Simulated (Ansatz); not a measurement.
## Mn$_{3}$GaC: which magnetic order is lowest?

```
CELL_PARAMETERS angstrom
7.79200 0.00000 0.00000
0.00000 3.89600 0.00000
0.00000 0.00000 3.89600
ATOMIC_POSITIONS crystal
Mn 0.00000 0.50000 0.50000
Mn 0.25000 0.00000 0.50000
Mn 0.25000 0.50000 0.00000
Ga 0.00000 0.00000 0.00000
C 0.25000 0.50000 0.50000
Mn 0.50000 0.50000 0.50000
Mn 0.75000 0.00000 0.50000
Mn 0.75000 0.50000 0.00000
Ga 0.50000 0.00000 0.00000
C 0.75000 0.50000 0.50000
```

All energies were calculated with Ansatz 0.2.0 (r2SCAN; 500 eV; 4×7×7 Γ-centred mesh; fermi-dirac occupations of width 0.050 eV). The atoms are fixed and numbered as listed; spin is collinear, without spin-orbit coupling.

The cycle has several fixed points for this cell. Moments (μB):

```csv
state,Mn1,Mn2,Mn3,Mn6,Mn7,Mn8,other atoms together,size of the net moment a cell
A,2.61,2.87,2.87,-2.61,-2.87,-2.87,0.00,0.00
B,2.83,2.79,-2.79,-2.83,2.79,-2.79,0.00,0.00
C,2.53,2.80,-2.80,-2.53,-2.80,2.80,0.00,0.00
D,0.00,0.00,0.00,0.00,0.00,0.00,0.00,0.00
E,-2.63,-2.52,2.84,-2.63,2.98,2.74,0.04,1.06
F,2.81,2.81,2.81,2.81,2.81,2.81,-0.84,18.29
```

Site moments are taken in small spheres that don't touch (radius about 0.4 of the atom's shortest bond), so those of the magnetic atoms read low, and they needn't add up to the net moment. State D was run without spin polarisation.

**Question.** What is the order in energy at zero smearing?

**Answer.** State A (antiparallel, compensated) comes first by a margin too small to trust; F (parallel moments) lies 3.7 meV above it, B (antiparallel, compensated) lies 11.6 meV above it, C (antiparallel, compensated) lies 37 meV above it, E (antiparallel, not compensated) lies 45 meV above it, D (without moments) lies 490 meV above it, all counted an atom of the cell. The two lowest differ by only 6.2 meV for each atom with a column above, which mesh or functional could overturn.

**Question.** Which states have a gap on the mesh, and what pressure does each exert on this cell?

**Answer.** A: no gap, 8.4 GPa; B: no gap, 9.9 GPa; C: no gap, 7.7 GPa; D: no gap, -22.5 GPa; E: no gap, 8.2 GPa; F: no gap, 7.8 GPa (positive in compression). Moments take up room: without them the pressure is lower, so that state wants a smaller cell.

**Question.** How much does the cell gain by forming moments?

**Answer.** 490 meV an atom of the cell, or 817 meV for each Mn atom, against state D, which has none. In a metal like this the level decides whether moments form at all, so this is no ordering energy.

Of 5 runs begun from atoms with typed moments, each in a different pattern, 1 ended in state A: one start isn't enough to call a state the ground state.

The cell is that of a Crystallography Open Database entry, unchanged but doubled along one cell vector so that moments can oppose.

Caveats: only orders that fit this cell and collinear spins were tried, so the true order may need a larger cell or canted moments; atoms and cell are not relaxed, and each state would relax in its own way; r2SCAN overestimates the moments and magnetic energies of itinerant metals, and can make a paramagnetic metal magnetic; the k mesh is coarse, so differences of a few meV are uncertain where a state is a metal; at this level the entry's cell stands at +8 GPa (positive in compression); one start a pattern, so a lower state of the same pattern may exist; the nearest magnetic atoms form triangles, which frustrates antiparallel coupling, so the true order may be non-collinear or need another cell.
